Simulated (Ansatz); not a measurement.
**¹⁷O NMR of the central transition in LiH4BrO2 at a changed volume**

Cell: a structure deposited in the COD, relaxed with PBE at fixed cell and then changed (volume scaled by 0.98).

```
Li H Br O
1.0
     5.26453    0.00000    0.00000
     2.62822    5.78503    0.00000
     0.88072    2.69711    5.69542
Li H Br O
2 8 2 4
Direct
  0.30640 0.38535 0.48033
  0.69360 0.61465 0.51967
  0.03122 0.86180 0.27785
  0.96878 0.13820 0.72215
  0.79651 0.34662 0.28165
  0.20349 0.65338 0.71835
  0.58486 0.61532 0.13142
  0.41514 0.38468 0.86858
  0.92654 0.76563 0.13429
  0.07346 0.23437 0.86571
  0.24927 0.12358 0.22848
  0.75073 0.87642 0.77152
  0.98427 0.72131 0.29385
  0.01573 0.27869 0.70615
  0.61682 0.47803 0.29001
  0.38318 0.52197 0.70999
```

Atoms are numbered from 1 in the order listed; like atoms form one site, named after its first atom.

The numbers come from a DFT calculation in Ansatz (PBE, plane waves and PAW, scalar-relativistic, 420 eV cutoff, Γ-centred 5×4×4 k-points, Fermi–Dirac smearing 0.02 eV).

¹⁷O has I = 5/2 and Q = -25.58 mb (Pyykkö 2018); at 35.2 T its Larmor frequency is ν₀ = 203.3 MHz. Only the quadrupole interaction is simulated: positions count from each site's isotropic chemical shift, and J coupling is left out, as are shift anisotropy and dipolar coupling, which fast spinning averages.

Q: What does the ¹⁷O spectrum (fast magic-angle spinning) show for each site?

A: 

| site | first shell | C_Q (MHz) | η | P_Q (MHz) | δ_QIS (ppm) | breadth (kHz) |
| --- | --- | --- | --- | --- | --- | --- |
| O13 | 2 H at 0.98 Å, 2 Li at 2.04–2.06 Å | 8.41 | 0.78 | 9.22 | -12.4 | 5.71 |
| O15 | 2 H at 0.98 Å, 2 Li at 2.02–2.15 Å | 8.54 | 0.77 | 9.35 | -12.7 | 5.87 |

δ_QIS = −(ν_Q²/30ν₀²)[I(I+1) − 3/4](1 + η²/3) × 10⁶ ppm with ν_Q = 3|C_Q|/[2I(2I−1)]; it falls as 1/B₀² in ppm, and the breadth as 1/B₀ in kHz.

The atoms aren't relaxed in the changed cell (largest force 0.3 eV/Å).

Hardware: 1 thread of Arm Neoverse N1 (aarch64; 8 cores open to the job, memory cap 2.5 GiB, no GPU), a shared host with a load of 0.5 a core. Wall time 37 s, CPU time 37 s, peak memory 0.54 GiB.
